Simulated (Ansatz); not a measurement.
Ge₃PbSe₄:
```yaml
crystal:
  lattice:
    - [4.27273, 0.00000, 0.00000]
    - [0.00000, 3.91171, 0.00000]
    - [-0.04007, 0.00000, 10.92287]
  atoms:
    - { symbol: Ge, position: [0.13115, 0.00000, 0.89053] }
    - { symbol: Ge, position: [0.61675, 0.50000, 0.63205] }
    - { symbol: Ge, position: [0.87846, 0.50000, 0.11131] }
    - { symbol: Pb, position: [0.41849, 0.00000, 0.39456] }
    - { symbol: Se, position: [0.48468, 0.00000, 0.12620] }
    - { symbol: Se, position: [0.00351, 0.00000, 0.64971] }
    - { symbol: Se, position: [0.51499, 0.50000, 0.85593] }
    - { symbol: Se, position: [0.95195, 0.50000, 0.33960] }
```

Cartesian axes are those of the cell as given.

Q: Give the proper piezoelectric stress tensor with relaxed ions from LDA (plane waves, PAW; program Ansatz).

A: In C/m², rows x, y, z, Voigt columns; mesh uncertainty up to 0.01.
```
-0.51  -0.33  -0.04   0.00  -0.14   0.00
 0.00   0.00   0.00  -0.30   0.00  -0.17
-1.07  -1.37  -0.36   0.00  -0.10   0.00
```

The elastic tensor of the same run (GPa):

```
51.9  39.3  27.5   0.0  -2.1   0.0
39.3  89.7  21.6   0.0   2.3   0.0
27.5  21.6  84.6   0.0   3.1   0.0
 0.0   0.0   0.0  18.6   0.0   3.1
-2.1   2.3   3.1   0.0  22.4   0.0
 0.0   0.0   0.0   3.1   0.0  51.4
```

Q: Convert to strain constants d = e·S.

A: In pC/N:
```
-13.2    1.4    3.7    0.0   -8.4    0.0
  0.0    0.0    0.0  -15.7    0.0   -2.4
-15.8   -9.0    3.4    0.0   -5.3    0.0
```

Space group Pm. The workflow started from a Materials Project entry (that database holds measured and hypothetical structures alike); the Crystallography Open Database copy checked does not list it. Its standing as an ambient phase is unchecked. The LDA relaxation kept the symmetry of its start; of distortions, only those at the zone centre were tested. A crystal of weakly bound layers computed without a dispersion correction: the cell and the soft elastic constants depend strongly on that. Scalar-relativistic: spin–orbit coupling is off unless named, which matters more the heavier the elements.

Potentials: the later of the program's two PAW sets.
